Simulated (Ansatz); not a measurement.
ScIr:
```yaml
crystal:
  lattice:
    - [3.21195, 0.00000, 0.00000]
    - [0.00000, 3.21195, 0.00000]
    - [0.00000, 0.00000, 3.21195]
  atoms:
    - { symbol: Sc, position: [0.50000, 0.50000, 0.50000] }
    - { symbol: Ir, position: [0.00000, 0.00000, 0.00000] }
```

Relaxed with r²SCAN. Special points in fractions of this cell's reciprocal vectors: Γ (0.000, 0.000, 0.000); X (0.000, 0.500, 0.000); M (0.500, 0.500, 0.000); R (0.500, 0.500, 0.500).

Problem. List the band energies nearest the Fermi level at these points for r²SCAN (plane waves, PAW; program Ansatz).

Solution. In eV from the Fermi level; about four levels below and three above (degenerate sets whole), none deeper than 8.9 eV; points with the same levels are listed once.

| k | below | above |
|---|---|---|
| Γ | -5.12 -5.12 -2.01 -2.01 -2.01 | 2.49 2.49 4.51 4.51 4.51 |
| X | -3.11 -2.52 -2.52 -1.45 | 0.34 0.47 1.79 1.79 |
| M | -5.17 -3.42 -3.42 -0.22 | 0.40 0.73 0.73 |
| R | -1.13 -1.13 -1.13 -0.14 -0.14 | 4.63 4.63 4.64 |

Space group Pm-3m (CsCl type). The first step of the workflow began from a Materials Project structure, measured or hypothetical; the Crystallography Open Database files this formula in space group No. 221, but the cells were not matched. Whether it is the stable phase at ambient conditions was not checked. Symmetry was held in the r²SCAN relaxation; whether a distortion lowers the energy is not shown. No spin polarisation was allowed. Scalar-relativistic: spin–orbit coupling is off unless named, which matters more the heavier the elements.

Potentials: the later of the program's two PAW sets.
